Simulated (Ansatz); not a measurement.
**Does relaxation matter for the field gradients of CdTe with a Cd vacancy?**

Start: a supercell of CdTe (zinc blende type, F-43m) built from a COD entry (the entry's cell lengths or inner coordinates differ somewhat from later room-temperature determinations), with all atoms left at the host's positions.

Space group F-43m (No. 216); a = 19.2300 Å.

```
site  Wyckoff  site symmetry       x       y       z
 Cd1      48h            ..m  0.1667  0.0000  0.1667
 Cd4      16e            .3m  0.3333  0.8333  0.1667
 Cd8      16e            .3m  0.6667  0.6667  0.3333
Cd14      24f           2.mm  0.5000  0.6667  0.5000
Te27      16e            .3m  0.0833  0.9167  0.0833
Te28      24g           2.mm  0.2500  0.9167  0.2500
Te32      48h            ..m  0.5833  0.7500  0.4167
Te40      16e            .3m  0.4167  0.5833  0.4167
Te53       4c           -43m  0.7500  0.2500  0.7500
```

One atom of each set is listed; the run and its k-mesh use a cell of 53 atoms with edges of 13.60, 13.60, 13.60 Å.

Level of theory: DFT, PBE, plane waves and PAW, scalar-relativistic, 420 eV cutoff, Γ-centred 2×2×2 k-points, Fermi–Dirac smearing 0.01 eV, cell charge -2 (Ansatz 0.2.0).

The largest force at the start is 0.60 eV/Å. Relaxing the ions at fixed cell moves them by 0.431 Å at most (atom 33, Te) and 0.153 Å rms.

```json
{"site": "Cd1", "moved (Å)": "0.194", "first shell before": "4 Te at 2.78 Å", "first shell after": "4 Te at 2.76–2.83 Å", "V_zz before (10²¹ V/m²)": "-2.95", "η before": "0.50"}
{"site": "Cd4", "moved (Å)": "0.030", "first shell before": "4 Te at 2.78 Å", "first shell after": "4 Te at 2.79–2.80 Å", "V_zz before (10²¹ V/m²)": "0.81", "η before": "0.00"}
{"site": "Cd8", "moved (Å)": "0.022", "first shell before": "4 Te at 2.78 Å", "first shell after": "4 Te at 2.79–2.80 Å", "V_zz before (10²¹ V/m²)": "0.65", "η before": "0.00"}
{"site": "Cd14", "moved (Å)": "0.038", "first shell before": "4 Te at 2.78 Å", "first shell after": "4 Te at 2.78–2.80 Å", "V_zz before (10²¹ V/m²)": "-0.44", "η before": "0.77"}
{"site": "Te27", "moved (Å)": "0.431", "first shell before": "3 Cd at 2.78 Å", "first shell after": "3 Cd at 2.76 Å", "V_zz before (10²¹ V/m²)": "-31.3", "η before": "0.00"}
{"site": "Te28", "moved (Å)": "0.037", "first shell before": "4 Cd at 2.78 Å", "first shell after": "4 Cd at 2.79–2.81 Å", "V_zz before (10²¹ V/m²)": "-6.42", "η before": "0.34"}
{"site": "Te32", "moved (Å)": "0.041", "first shell before": "4 Cd at 2.78 Å", "first shell after": "4 Cd at 2.78–2.83 Å", "V_zz before (10²¹ V/m²)": "3.25", "η before": "0.28"}
{"site": "Te40", "moved (Å)": "0.001", "first shell before": "4 Cd at 2.78 Å", "first shell after": "4 Cd at 2.80 Å", "V_zz before (10²¹ V/m²)": "-0.42", "η before": "0.00"}
```

(1) How do the gradients change?

Results:

(1) 

```tsv
site	V_zz after	η after	change of V_zz
Cd1	-5.46	0.01	-2.51
Cd4	0.89	0.00	+0.08
Cd8	0.74	0.00	+0.09
Cd14	1.14	0.84	–
Te27	-8.56	0.00	+22.78
Te28	-3.09	0.94	–
Te32	3.15	0.89	–
Te40	-0.23	0.00	+0.19
```

The largest change of V_zz along a kept axis is on Te27, from -31.3 to -8.56. In per cent, |V_zz| changes by +9 to +85 on Cd, -73 on Te (all sites that start above 0.5, bar those whose gradient vanishes or changes sign or whose main axis turns by over 40°). Where |V_zz| stays above 0.1 and the axes keep their order, η moves most on Cd1, from 0.50 to 0.01. On Te28, Te32, Cd14 the largest principal value lies along another axis in the second run, so the two V_zz can't be compared directly. Sites without a gradient aren't listed.

The defect repeats with the cell of 53 atoms, so it feels its images: sites between two images don't show the values beside a lone defect, and zeros or small values of η there can come from the images' arrangement. A uniform background compensates the cell's charge. Without spin–orbit coupling the gradients at and beside Te can be off by some per cent, at some sites by more.
Before: With a gap of 0.6 eV on this mesh, small gradients can still move by 0.1 × 10²¹ V/m² or more as the k-mesh gets denser. The neighbours have not yet relaxed around the defect (largest force 0.60 eV/Å), and relaxing can change the values around it severalfold.
After: With a gap of 0.9 eV on this mesh, small gradients can still move by 0.1 × 10²¹ V/m² or more as the k-mesh gets denser.
